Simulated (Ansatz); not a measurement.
Polymorphs of BP, each relaxed with plane-wave PAW r²SCAN (Ansatz code):

A: Pm-3n
a = 5.576 Å, b = 5.576 Å, c = 5.576 Å, α = 90.00°, β = 90.00°, γ = 90.00°

```csv
atom,site,symmetry,x,y,z
B,6d,-4m.2,0.0000,0.2500,0.5000
P,6c,-4m.2,0.0000,0.5000,0.2500
```

B: P6_422
a = 3.2765 Å, b = 3.2765 Å, c = 7.0048 Å, α = 90.00°, β = 90.00°, γ = 120.00°

| atom | site | symmetry | x | y | z |
|---|---|---|---|---|---|
| B | 3c | 222 | 0.5000 | 0.0000 | 0.0000 |
| P | 3d | 222 | 0.5000 | 0.0000 | 0.5000 |

C: P4_2/mnm
a = 5.551 Å, b = 5.551 Å, c = 3.197 Å, α = 90.00°, β = 90.00°, γ = 90.00°

```
atom  site  symmetry       x       y       z
----  ----  --------  ------  ------  ------
B       4f      m.2m  0.1784  0.1784  0.0000
P       4g      m.2m  0.3193  0.3193  0.5000
```

### Question
Rank these by energy per atom at 0 K (lowest first), as r²SCAN gives it.

### Answer
C (+0 meV/atom), A (+188 meV/atom), B (+399 meV/atom)

### Question
Give each one's gap.

### Answer
A 0.64 eV; B 0.23 eV; C 0.55 eV.

Typed or built starts, not in the databases checked: A; B; C. Not the usual ambient phase: A; B; C. All cells were relaxed under the symmetry of their starts (and spin orders); stability against distortions was not tested throughout.

Energies hold the estimated change up to a 700 eV cutoff; steps of a few meV lie near the error of the meshes.

Potentials: the earlier of the program's two PAW sets.
